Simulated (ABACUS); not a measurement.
Input and output of a self-consistent single point for AlInSb2 (Pmm2, 4 atoms in the cell; from Materials Project mp-1228890, changed as shown) (ABACUS).

Computed with LDA (PW92), PseudoDojo 0.4 standard norm-conserving LDA (tails mended) pseudopotentials (plane waves; ABACUS 3.10.1).

The change in words: atom 2 moved by +0.15 angstrom along z. Reference geometry (P-4m2):
```
CELL_PARAMETERS angstrom
      4.50617     0.00000     0.00000
      0.00000     4.50617     0.00000
      0.00000     0.00000     6.34882
ATOMIC_POSITIONS crystal
  Al 0.00000 0.00000 0.00000
  In 0.50000 0.50000 0.50000
  Sb 0.00000 0.50000 0.23337
  Sb 0.50000 0.00000 0.76663
```

Reference input (self-consistent single point, DFT, LDA (PW92), plane waves, PseudoDojo 0.4 standard norm-conserving LDA (tails mended) pseudopotentials): KPT = Gamma 4 4 4 0 0 0; basis_type = pw; dft_functional = PWLDA; ecutwfc = 84 Ry; smearing_method = gaussian; smearing_sigma = 0.00367493 Ry; potentials = PseudoDojo 0.4 standard norm-conserving LDA (tails mended); symmetry = 1; symmetry_prec = 1e-05; ks_solver = dav_subspace; scf_nmax = 100; scf_thr = 1.0e-09 Ry. This run's input differs from it in these lines:

```diff
@@ -45,3 +45,3 @@
 1
-   4.2577135855    4.2577135855    5.9987655073 1 1 1
+   4.2577135855    4.2577135855    6.2822191750 1 1 1
```

The program printed (abridged):

```
 SELF-CONSISTENT
 -------------------------------------------
                                 init_chg = atomic

 PW ALGORITHM --------------- ION=   1  ELEC=   1--------------------------------

 Notice: Threshold on eigenvalues was too large.

 Density error is 0.0782604660758
                          Error Threshold = 0.000169400385658
 E_KohnSham     -500.0624900522      -6803.6992207783
 E_Fermi        0.4806097393         6.5390309685

 PW ALGORITHM --------------- ION=   1  ELEC=   2--------------------------------

 Density error is 0.0213641992535
                          Error Threshold = 0.000170131447991
   [... lines left out ...]

 Density error is 6.92412025074e-09
                          Error Threshold = 2.11141165458e-10
 E_KohnSham     -500.0603008979      -6803.6694358055
 E_Fermi        0.4993648209         6.7942069449

 PW ALGORITHM --------------- ION=   1  ELEC=   9--------------------------------

 Density error is 6.16403430311e-10
                          Error Threshold = 1.50524353277e-11
 E_KohnSham     -500.0603008989      -6803.6694358193
 E_KS(sigma->0) -500.0602741418      -6803.6690717711
 E_entropy(-TS) -0.0000535141        -0.0007280964
 E_Fermi        0.4993701229         6.7942790828
 charge density convergence is achieved
 final etot is -6803.6694358 eV
 EFERMI = 6.7942790828 eV

 STATE ENERGY(eV) AND OCCUPATIONS    NSPIN == 1
   [... 30 lines left out ...]

 TOTAL-FORCE (eV/Angstrom)
                       Al1         0.0000000000         0.0000000000         0.2166486597
                       In1         0.0000000000         0.0000000000        -1.1954269603
                       Sb1         0.0000000000         0.0000000000         0.4681200042
                       Sb2         0.0000000000         0.0000000000         0.5106582965

 TOTAL-STRESS (KBAR)
       -28.1818269511         0.0000000000         0.0000000000
         0.0000000000        -2.7594499301         0.0000000000
         0.0000000000         0.0000000000       -23.5792286582
 TOTAL-PRESSURE: -18.173502 KBAR

 --------------------------------------------
 !FINAL_ETOT_IS -6803.6694358193453809 eV
 --------------------------------------------
```

The run converged in 9 iterations. Against the reference run the free energy rises by 22.6 meV/atom, the pressure goes from -2.10 to -1.82 GPa and the largest force goes from 0.034 to 1.195 eV/Å.

Spin-orbit coupling is left out, which matters for bands and gaps with elements this heavy. Forces above 1 eV/Å remain at this geometry. The structure comes from a collection of computed structures, made at another level of theory; the collection holds predicted forms beside known ones. No clean gap shows at this smearing width and mesh (spacing up to 0.35 Å⁻¹); the mesh is coarse for partly filled bands, so the values carry mesh errors. Semi-local functionals can close small gaps.

Cost on one core: about 2.5 core-minutes (a rough figure).

“Tails mended”: in these copies of the files the far tail of each local potential was reset to the Coulomb form.
